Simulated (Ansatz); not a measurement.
PbS in space group P4_2/mmc (No. 131; Pb on 2c, S on 2e) under volume change, the program Ansatz at the PBE level (PAW), shape and atoms relaxed at each volume.

| V (Å³/atom) | E − E(relaxed) (meV/atom) | P (GPa) |
|---|---|---|
| 30.606 | 21.7 | 2.30 |
| 31.615 | 9.5 | 1.57 |
| 32.624 | ? | ? |
| 33.633 | 0.0 | 0.00 |
| 34.642 | 2.1 | -0.66 |
| 35.651 | 8.4 | -1.30 |
| 36.660 | ? | ? |

Problem. Some entries are withheld; supply them.

Solution. 
- 32.624, E − E(relaxed) (meV/atom): 2.3
- 32.624, P (GPa): 0.72
- 36.660, E − E(relaxed) (meV/atom): 18.5
- 36.660, P (GPa): -1.90

Problem. What does a third-order Birch–Murnaghan fit give for V₀, B₀ and B′?

Solution. V₀ = 33.66 Å³/atom, B₀ = 23.6 GPa, B′ = 1.1.

A made-up cell: these elements were put on the sites of a structure type; neither database checked (COD, Materials Project) lists it. It is not the phase usual at ambient conditions (space group No. 225). Symmetry was held in the PBE relaxation; its stability against distortions is not shown here. Spin–orbit coupling is left out wherever it is not named.

Potentials: the later of the program's two PAW sets.
